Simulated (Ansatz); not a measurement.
A geometry of HfO2 away from equilibrium: the start of the relaxation of a generated trial cell of HfO2 in the marcasite structure type. These are r2SCAN (plane waves to 500 eV, PAW, scalar-relativistic; Ansatz, a first-principles code) values and carry that method's errors. Γ-centred k-mesh 6×5×7 on the run's cell (coarser than for final values), Fermi–Dirac smearing 0.05 eV.

```xyz
6
Lattice="4.0810 0.0000 0.0000 0.0000 4.9808 0.0000 0.0000 0.0000 3.1093" Properties=species:S:1:pos:R:3 pbc="T T T"
Hf     0.0000     0.0000     0.0000
Hf     2.0405     2.4904     1.5547
O      0.8178     1.8862     0.0000
O      2.8583     0.6042     1.5547
O      1.2227     4.3766     1.5547
O      3.2631     3.0946     0.0000
```

Task: Give the Cartesian forces on all atoms (eV/Å).

Result: 
```csv
atom,Fx,Fy,Fz
Hf1,0.00,0.00,0.00
Hf2,0.00,0.00,0.00
O3,3.58,-2.07,0.00
O4,3.58,2.07,0.00
O5,-3.58,-2.07,0.00
O6,-3.58,2.07,0.00
```

Task: What is the pressure?

Result: +29.4 GPa, compression positive.

Task: How much energy per atom can still be gained by relaxing?

Result: 0.55 eV/atom; the path ends in P4₂/mnm (No. 136) (rutile type).

No spin polarisation in the result.

The run could not lose the symmetry of its start; a randomly shaken copy of 12 atoms returns to this structure.

The first start was generated by placing the elements on the sites of a structure type. Materials Project lists a structure of HfO2 in the same space group, P4₂/mnm (No. 136); the sites were not compared with it, nor with measured phases. Known forms of HfO2 include space group No. 14, 29, 137, 225.
